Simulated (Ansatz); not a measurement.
Sn (beta-Sn type, space group I4_1/amd)

```cif
data_Sn4
_chemical_formula_sum 'Sn4'
_space_group_name_H-M_alt 'I41/amd :1'
_space_group_IT_number 141
_space_group_name_Hall 'I 4bw 2bw -1bw'
_cell_length_a 5.94700
_cell_length_b 5.94700
_cell_length_c 3.21230
_cell_angle_alpha 90.000
_cell_angle_beta 90.000
_cell_angle_gamma 90.000
loop_
_atom_site_label
_atom_site_type_symbol
_atom_site_symmetry_multiplicity
_atom_site_Wyckoff_symbol
_atom_site_fract_x
_atom_site_fract_y
_atom_site_fract_z
_atom_site_occupancy
Sn1 Sn 4 a 0.00000 0.00000 0.00000 1
```
(The calculation used a cell of 2 atoms; values per cell refer to that cell.)

Two coordinates are scanned: the volume, and the ratio of the stretch along z (the conventional c axis) to the stretch across it. Atoms keep their fractional coordinates.

All values below come from PBE (plane waves to 420 eV, PAW, scalar-relativistic; Ansatz, a quantum-chemistry and plane-wave program). k mesh 16×16×16 (Γ-centred), Fermi-Dirac smearing 0.05 eV. Compression counts positive. With partly filled bands, the response to shear is sensitive to the k mesh, so small differences along c/a are uncertain. Sn was relaxed with its symmetry unable to fall. The last digit holds for this mesh only.

Changes of σzz (GPa) from the point V/V₀ = 1.000, (c/a)/(c/a)₀ = 1.000 when one coordinate moves alone (two changes are said to add if the coupling is within 5 % of the smaller one, nearly so within 20 %):

```csv
point,change
"V/V₀ = 1.000, (c/a)/(c/a)₀ = 0.880",7.82
"V/V₀ = 1.000, (c/a)/(c/a)₀ = 0.920",4.59
"V/V₀ = 1.000, (c/a)/(c/a)₀ = 0.960",2.01
"V/V₀ = 0.960, (c/a)/(c/a)₀ = 1.000",2.09
"V/V₀ = 0.973, (c/a)/(c/a)₀ = 1.000",1.34
"V/V₀ = 0.987, (c/a)/(c/a)₀ = 1.000",0.64
"V/V₀ = 1.013, (c/a)/(c/a)₀ = 1.000",-0.59
"V/V₀ = 1.027, (c/a)/(c/a)₀ = 1.000",-1.14
"V/V₀ = 1.040, (c/a)/(c/a)₀ = 1.000",-1.65
"V/V₀ = 1.000, (c/a)/(c/a)₀ = 1.040",-1.23
"V/V₀ = 1.000, (c/a)/(c/a)₀ = 1.080",-1.81
"V/V₀ = 1.000, (c/a)/(c/a)₀ = 1.120",-2.13
```

Q: Do the two effects add at V/V₀ = 0.960, (c/a)/(c/a)₀ = 0.960? Give the computed change.

A: The sum of the single changes is 2.09 + (2.01) = 4.10; the calculation gives 4.49, so the coupling contributes 0.39 (under 20 % of the smaller single change, nearly additive).

(Under strain, the slope of the energy per volume gives the stress and its curvature an elastic modulus.)
